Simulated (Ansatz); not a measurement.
**WSe2, one structure, two calculations**

Cell: a structure deposited in the COD, its atoms then relaxed with PBE in this cell.

Space group P6_3/mmc (No. 194); a = 3.2900, c = 12.9700 Å, γ = 120.00°.

| site | Wyckoff | site symmetry | x | y | z |
| --- | --- | --- | --- | --- | --- |
| W | 2c | -6m2 | 0.3333 | 0.6667 | 0.2500 |
| Se | 4f | 3m. | 0.3333 | 0.6667 | 0.6203 |

One atom of each set is listed.

First run. Method: Kohn–Sham DFT in Ansatz, PBE, plane waves and PAW, scalar-relativistic, collinear spin, 420 eV cutoff, Γ-centred 15×15×4 k-points, Fermi–Dirac smearing 0.02 eV. Start moments as typed (μB): 2 on each W, none on the rest.

| site | V_zz (10²¹ V/m²) | η |
| --- | --- | --- |
| W | -16.49 | 0.00 |
| Se | -7.27 | 0.00 |

Second run. The same atoms and settings, except that the functional is LDA.

(1) What does the second run give?

## Answers

(1) 

```
site    V_zz     η  change of V_zz
   W  -16.53  0.00           -0.04
  Se   -7.12  0.00           +0.15
```

The largest change of V_zz is on Se, from -7.27 to -7.12. In per cent, |V_zz| changes by 0 on W, -2 on Se (all sites that start above 0.5).

Without spin–orbit coupling the gradients at and beside W can be off by some per cent, at some sites by more. The start moments die out, and the run ends without spin.
For the second run: At this cell the principal stresses reach 5 GPa in size with LDA, which can matter for small gradients. The largest force is 0.5 eV/Å, so the atoms aren't at the calculated equilibrium and relaxing them would move these values.
